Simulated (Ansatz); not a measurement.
CuI (zinc blende): values from a third-order Birch-Murnaghan fit to a volume scan beside measured ones. Computed values: r2SCAN (plane waves to 500 eV, PAW, scalar-relativistic; Ansatz, a quantum-chemistry and plane-wave program). CuI is run without spin polarisation. CuI was relaxed with its symmetry unable to fall. Spin-orbit coupling is left out, though I is heavy. The PAW data are Ansatz's earlier set.

```
quantity                reference                                    kind  r2SCAN  difference
----------------------  ---------  --------------------------------------  ------  ----------
Lattice constant a (Å)      6.053  measured, room temperature or unstated   6.021      -0.5 %
Bulk modulus B₀ (GPa)        36.6  measured, room temperature or unstated    43.8     +19.7 %
```

References as given in: arXiv:2305.18931; Abhijith M. Gopakumar, M. K. Gupta, R. Mittal et al., Physical Chemistry Chemical Physics (2017), arXiv:1612.07068. Values not taken to low temperature hold thermal and zero-point shifts that a static calculation lacks, so small differences there are no errors of the method.

(A scan under strain: stresses follow from slopes of the energy per volume, elastic moduli from its curvatures.)
